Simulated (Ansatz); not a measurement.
Cu Kα1 powder pattern (kinematic, no thermal factors).
```
2θ (°)  relative intensity
 27.48                  34
 27.77                  16
 29.03                   2
 37.32                   2
 39.25                  53
 39.47                 100
 46.97                   1
 48.76                  14
 55.28                   3
 55.44                   1
 56.72                  17
 57.37                   7
 64.16                   6
 64.31                   6
 64.76                   5
 69.88                   1
 71.30                  33
 71.72                  14
 74.93                   3
 84.41                   6
 84.95                   9
```

The pattern is computed from a structure relaxed with Ansatz 0.2.0, DFT PBE, scalar-relativistic, plane waves, PAW. No spin polarisation. Its elements are Pd, S, Zr.

Question: Give the structure.

Answer: Zr$_{2}$PdS$_{3}$.
Space group P4/mmm (No. 123). a = 3.243 Å, b = 3.243 Å, c = 9.629 Å, α = 90.00°, β = 90.00°, γ = 90.00°
| atom | site | symmetry | x | y | z |
| --- | --- | --- | --- | --- | --- |
| Zr | 2h | 4mm | 0.5000 | 0.5000 | 0.3187 |
| Pd | 1c | 4/mmm | 0.5000 | 0.5000 | 0.0000 |
| S | 2g | 4mm | 0.0000 | 0.0000 | 0.8185 |
| S | 1b | 4/mmm | 0.0000 | 0.0000 | 0.5000 |

A pattern alone doesn't exclude other cells with like lines; this is the one computed.

Another cell of Zr2PdS3 relaxed alike, in P-4m2, lies 261 meV/atom lower, so this cell isn't the stable form at this level.

The cell was found from a structure generator's guess, not taken from experiment.
